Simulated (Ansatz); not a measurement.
BiTe:
```xyz
2
Lattice="0.0000 3.2333 3.2333 3.2333 0.0000 3.2333 3.2333 3.2333 0.0000" Properties=species:S:1:pos:R:3 pbc="T T T"
Bi     0.0000     0.0000     0.0000
Te     3.2333     3.2333     3.2333
```

Relaxed with r²SCAN.

Task: Map the electron localisation function on the plane through (0.000, 0.000, 0.000) spanned by u = [1, 0, 0] and v = [0, 1, -1] in lattice vectors, from r²SCAN (plane waves, PAW; program Ansatz).

Result: x is the fraction of u, y of v (the angle between them is 90°; rows are the nearest grid lines); atoms in the plane: Bi at (0.00, 0.00), Te at (0.50, 0.50).
```
|911355543100001345553119|
|101355543110011345553101|
|113555443211112344555311|
|335555443334433344555533|
|555554445566665544455555|
|555545557788887755545555|
|554445678877778876544455|
|444445787766667787544444|
|333357877654456778753333|
|112357876421124678753211|
|011368765200002567863110|
|001468764100001467864100|
|001468764100001467864100|
|011368765200002567863110|
|112357876421124678753211|
|333357877654456778753333|
|444445787766667787544444|
|554445678877778876544455|
|555545557788887755545555|
|555554445566665544455555|
|335555443334433344555533|
|113555443211112344555311|
|101355543110011345553101|
|911355543100001345553119|
```
Scale: ten equal steps from 0.012 (start of '0') to 0.763 (end of '9'), in the order '0123456789'; x runs from 0.000 to 1.00, y from 0.000 (bottom) to 1.00 (top).

The density is the valence pseudo-density with augmentation charge, so density and ELF within about 1 Å of a nucleus are not all-electron values.

Space group Fm-3m (rock salt). The workflow started from an entry of the Crystallography Open Database (COD), which files this formula under 2 space groups. Whether it is the stable phase at ambient conditions was not checked. The r²SCAN relaxation kept the symmetry of its start; its stability against distortions is not shown here. Scalar-relativistic: spin–orbit coupling is off unless named, which matters more the heavier the elements.

Potentials: the later of the program's two PAW sets.
